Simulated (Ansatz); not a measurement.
## Structure optimisation: lithium, diamond

Level of theory: Ansatz, DFT, r2SCAN, plane waves (500 eV) with PAW, scalar-relativistic. (PAW data from PBE, frozen cores regenerated.)

k-point mesh 9×9×9, Fermi-Dirac smearing 0.1 eV, no spin polarisation. Cell and atoms relax.

Starting structure:

```
CELL_PARAMETERS angstrom
0.00000 3.07838 3.07838
3.07838 0.00000 3.07838
3.07838 3.07838 0.00000
ATOMIC_POSITIONS crystal
Li 0.12500 0.12500 0.12500
Li 0.87500 0.87500 0.87500
```

Problem. The pressure at the start is -0.5 GPa. By how much does the volume change?

Solution. From 29.17 to 26.17 Å³ per atom, -10.3 %. The final cell has a = 5.938 Å.

Problem. How much energy does the relaxation gain?

Solution. 5.4 meV per atom.

Path of the relaxation (the plane waves are chosen anew near the end, which can shift the energy a little):

```tsv
step	E − E(final) (meV/atom)	V (Å³/atom)	P (GPa)	max force (eV/Å)
0	5.40	29.172	-0.53	0.000
1	3.01	28.369	-0.41	0.000
2	-0.01	25.897	0.06	0.000
3	-0.05	26.169	0.00	0.000
4	0.00	26.169	0.00	0.000
```
